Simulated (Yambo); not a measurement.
A G0W0@PBEsol run in Yambo for Cs₂SiF₆ (space group Fm-3m, No. 225) (2×2×2 Γ-centred k mesh, 317 bands and a 8 Ry block in the screening, 317 bands in G with the Bruneval-Gonze terminator, plasmon pole fitted at 27.2 eV) gives these matrix elements, in eV, at the band edges (Γ → Γ):

```json
[
 {"state": "valence edge", "E0": "0.000", "<Vxc>": "-22.822", "<Σx>": "-30.789", "<Σc(E0)>": "4.697", "Z": "0.825"},
 {"state": "conduction edge", "E0": "7.260", "<Vxc>": "-8.096", "<Σx>": "-4.091", "<Σc(E0)>": "-2.801", "Z": "0.900"}
]
```

Problem. Solve the linearised quasiparticle equation for both states, give the gap, and say how exchange and correlation each act on it.

Solution. E = E0 + Z(Σx + Σc − Vxc). Valence: 0.000 + 0.825 × (-30.789 + (4.697) − (-22.822)) = -2.70 eV. Conduction: 7.260 + 0.900 × (-4.091 + (-2.801) − (-8.096)) = 8.35 eV. The gap is 11.04 eV, against 7.26 eV in PBEsol. Replacing Vxc by bare exchange alone would open it by 11.97 eV; correlation takes back 7.50 eV of that, and Z scales what is left. Nearest settings tried, and what they do to the gap: 117 bands in W, 117 bands in G: +177 meV; 3 Ry block (137 vectors against 531): +287 meV. Not varied: mesh. So the settings aren't converged at that level. The k mesh is coarse. 

Geometry of the Materials Project entry, not relaxed at this level; primitive cell a = b = c = 6.242 Å, α = β = γ = 60.00°.
